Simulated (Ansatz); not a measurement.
NiO$_{2}$:
```cif
data_NiO2
_chemical_formula_sum 'Ni1 O2'
_space_group_name_H-M_alt 'P 1'
_space_group_IT_number 1
_cell_length_a 5.09780
_cell_length_b 5.09780
_cell_length_c 5.09780
_cell_angle_alpha 31.549
_cell_angle_beta 31.549
_cell_angle_gamma 31.549
loop_
_space_group_symop_operation_xyz
  'x, y, z'
loop_
_atom_site_label
_atom_site_type_symbol
_atom_site_fract_x
_atom_site_fract_y
_atom_site_fract_z
_atom_site_occupancy
Ni1 Ni 0.00000 0.00000 0.00000 1
O1 O 0.60192 0.60192 0.60192 1
O2 O 0.39808 0.39808 0.39808 1
```

Relaxed with r²SCAN+D4. r²SCAN+D4 (plane waves, PAW; program Ansatz) gives a gap of 1.49 eV.

Task: What gap does HSE06 give on the same cell (Ansatz, PAW)?

Result: 2.72 eV, 1.24 eV more. The hybrid was solved on a coarser mesh and at special points; the gap given is the minimum over both.

| k | v1 r²SCAN+D4 | c1 r²SCAN+D4 | v1 HSE06 | c1 HSE06 |
|---|---|---|---|---|
| Γ | -0.47 | 2.83 | -0.43 | 4.13 |
| T | -0.12 | 2.79 | ? | ? |
| L | -1.10 | 2.27 | ? | ? |
| F | -1.18 | 2.00 | ? | ? |
| S0 | -0.83 | 1.98 | -1.50 | 3.32 |
| H0 | -0.88 | 2.00 | ? | ? |

Task: Top valence (v1) and lowest conduction level (c1) in eV from each method's valence maximum (which need not be a listed point): supply the withheld HSE06 values.

Result: 
- T, v1 HSE06: -0.53
- T, c1 HSE06: 4.09
- H0, v1 HSE06: -1.55
- H0, c1 HSE06: 3.35
- F, v1 HSE06: -1.34
- F, c1 HSE06: 3.31
- L, v1 HSE06: -1.76
- L, c1 HSE06: 3.57

Cost on shared cores: the r²SCAN+D4 run (SCF on a 12×12×12 mesh, then bands and DOS) very roughly 70 core-seconds, the HSE06 run (SCF on 9×9×9, then a few points) roughly 7 core-minutes; the tasks are unlike.

Space group R-3m. The first step of the workflow began from a Materials Project structure, measured or hypothetical; the Crystallography Open Database copy checked does not list it. COD files the formula under space group No. 12. Whether it is the stable phase at ambient conditions was not checked. The r²SCAN+D4 relaxation kept the symmetry of its start. At this level the phase is mechanically unstable. The run is not spin-polarised. No Hubbard U is applied.

Potentials: the later of the program's two PAW sets.
